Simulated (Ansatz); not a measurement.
**Ba, dhcp: geometry optimisation**

Computed with DFT, PBEsol, plane waves (420 eV) with PAW, scalar-relativistic (Ansatz). (PAW data from PBE, frozen cores regenerated.)

k-point mesh 8×8×3, Fermi-Dirac smearing 0.1 eV, no spin polarisation. Cell and atoms relax.

Starting structure:

```yaml
crystal:
  lattice:
    - [4.454487373, 0.0, 0.0]
    - [-2.2272436865, 3.8576992259, 0.0]
    - [0.0, 0.0, 14.5483557602]
  atoms:
    - { symbol: Ba, position: [0.0, 0.0, 0.0] }
    - { symbol: Ba, position: [0.0, 0.0, 0.5] }
    - { symbol: Ba, position: [0.3333333333, 0.6666666667, 0.25] }
    - { symbol: Ba, position: [0.6666666667, 0.3333333333, 0.75] }
hamiltonian:
  xc: pbesol
  pseudopotentials:
    kind: paw
    azcp:
      Ba: "pseudopotentials/Ba.paw.azcp"
basis:
  ecutwfc: 420
  fft_grid_basis: typed
kpoints:
  mp_grid: { grid: [8, 8, 3], shift: [0, 0, 0] }
magnetization:
  spin_polarized: false
scf:
  occupations: { method: fermi_dirac, width: 0.1 }
relax:
  max_steps: 60
  f_tol: 0.01
  cell: {}
```

Question: What cell does the relaxation end in?

Answer: P6_3/mmc with a = 4.356 Å, c = 14.216 Å (c/a = 3.263); 58.40 Å³ per atom against 62.50 at the start (-6.6 %).

Question: How much energy does the relaxation gain?

Answer: 6.5 meV per atom.

Path of the relaxation (the plane waves are chosen anew near the end, which can shift the energy a little):

```csv
step,E − E(final) (meV/atom),V (Å³/atom),P (GPa),max force (eV/Å)
0,6.50,62.500,-0.51,0.000
1,3.53,61.433,-0.38,0.000
2,-0.02,58.399,0.02,0.000
3,0.00,58.399,0.02,0.000
```
